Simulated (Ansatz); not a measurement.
Computed with DFT PBE, scalar-relativistic, plane waves, PAW in Ansatz 0.2.0. All cells share a 420 eV cutoff and Γ-centred k meshes spaced about 0.3 Å⁻¹ or finer (0.25 for metals, 2π included). No spin polarisation.

All energies are static (0 K, no zero-point motion).

Two forms of SnH were relaxed alike.

1.

```
Sn H
1.0
     5.18950    0.00000    0.00000
    -2.59475    4.49424    0.00000
     0.00000    0.00000    3.18053
Sn H
2 2
Direct
  0.33333 0.66667 0.00000
  0.66667 0.33333 0.00000
  0.00000 0.00000 0.38043
  0.00000 0.00000 0.61957
```

2.

```
Sn H
1.0
     3.05491    0.00000    0.00000
     0.00000    3.05491    0.00000
     0.00000    0.00000    3.96339
Sn H
1 1
Direct
  0.50000 0.50000 0.50000
  0.50000 0.50000 0.00000
```

Problem. Which is lower in energy, and by how much?

Solution. Cell 1 is lower, by 165 meV/atom. Cell 1 has space group P6/mmm (No. 191), 18.5 Å³/atom and no gap on its mesh; cell 2 has space group P4/mmm (No. 123), 18.5 Å³/atom and no gap. Counting H atoms around Sn (those within 1.25 times the shortest such distance or 1.15 times the sum of covalent radii; a plus sign parts nearer from farther groups; the shortest distance is added where it is long for a bond), cell 1 has Sn 6+6 from 3.2 Å and cell 2 has Sn 2. Cell 1 holds H–H pairs as short as in free H₂ molecules (shortest 0.76 Å); in cell 2 the shortest H–H distance is 3.05 Å. Both come from trial cells of a structure search.

With hydrogen, zero-point motion can shift such differences by 10 meV/atom or more. With atoms moved at random, cell 1 (by 7 meV/atom) fell into a lower structure. Cell 2 had no clear such test and can be a saddle point.
